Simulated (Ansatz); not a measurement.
MoSe in the zincblende structure

Method: PBE, scalar-relativistic; collinear spin; PAW, 420 eV, 10×10×10 k-mesh, Gaussian smearing of 0.05 eV; code Ansatz. The datasets are Ansatz's generated set soft_2.

```
CELL_PARAMETERS angstrom
0.00000 2.84052 2.84052
2.84052 0.00000 2.84052
2.84052 2.84052 0.00000
ATOMIC_POSITIONS crystal
Mo 0.00000 0.00000 0.00000
Se 0.25000 0.25000 0.25000
```

The structure was built from a prototype; whether the compound forms in it isn't claimed.

Magnetic state: ferromagnetic, site spin moments Mo 0.83 μB.

Problem. Which orbitals carry the states at the Fermi level, and how many states are there?

Solution. Within 0.1 eV of it: Mo 4d 91 % (shares among the projected shells; no valence p shell of Mo is among them). The density of states at the Fermi level is about 2.3 states/eV per cell, averaged over 0.3 eV.

Density of states (tetrahedra, averaged over 0.3 eV; states/eV per cell of 2 atoms; energy in eV from the Fermi level; projections on Löwdin-orthogonalised atomic orbitals, summed over sites):

```csv
E,total,Se 4p,Mo 4d up,Mo 4d down,Mo 5s,Se 4s
-6.40,0.00,0.00,0.00,0.00,0.00,0.00
-6.10,0.16,0.10,0.04,0.00,0.02,0.00
-5.80,1.00,0.63,0.20,0.06,0.10,0.00
-5.50,3.65,2.48,0.44,0.29,0.36,0.02
-5.20,1.78,1.23,0.09,0.29,0.13,0.01
-4.90,2.09,1.31,0.61,0.06,0.09,0.00
-4.60,5.15,3.26,0.91,0.84,0.09,0.00
-4.30,3.59,2.42,0.43,0.66,0.03,0.00
-4.00,2.29,1.74,0.17,0.32,0.01,0.00
-3.70,0.28,0.24,0.00,0.04,0.00,0.00
-3.40,0.00,0.00,0.00,0.00,0.00,0.00
-3.10,0.00,0.00,0.00,0.00,0.00,0.00
-2.80,0.00,0.00,0.00,0.00,0.00,0.00
-2.50,0.00,0.00,0.00,0.00,0.00,0.00
-2.20,0.00,0.00,0.00,0.00,0.00,0.00
-1.90,0.22,0.01,0.20,0.00,0.01,0.00
-1.60,1.34,0.05,1.20,0.00,0.02,0.01
-1.30,2.11,0.06,1.28,0.66,0.02,0.02
-1.00,2.39,0.07,1.62,0.61,0.02,0.01
-0.70,2.65,0.06,1.85,0.66,0.02,0.00
-0.40,2.55,0.13,1.09,1.15,0.06,0.02
-0.10,2.41,0.17,0.65,1.43,0.04,0.02
0.20,2.01,0.10,0.21,1.58,0.03,0.02
0.50,1.97,0.15,0.22,1.43,0.04,0.03
0.80,1.66,0.21,0.64,0.64,0.01,0.05
1.10,1.39,0.23,0.68,0.31,0.01,0.06
1.40,1.83,0.33,0.65,0.62,0.03,0.08
1.70,2.40,0.52,0.79,0.76,0.07,0.11
2.00,2.22,0.56,0.64,0.69,0.09,0.10
2.30,2.07,0.56,0.38,0.88,0.06,0.06
2.60,1.43,0.41,0.26,0.58,0.04,0.04
2.90,1.01,0.30,0.20,0.36,0.05,0.03
3.20,0.80,0.25,0.13,0.28,0.07,0.03
3.50,0.60,0.20,0.09,0.19,0.07,0.02
3.80,0.85,0.27,0.16,0.13,0.18,0.03
4.10,0.90,0.21,0.03,0.18,0.30,0.05
```

The equation of state at this level isn't smooth, a sign that the magnetic state shifts with volume and isn't converged in the mesh. The run wasn't fully tested for a lower electronic state. Site moments are of spin, integrated over atomic spheres. The moments were started parallel, and the real magnetic order may be another.
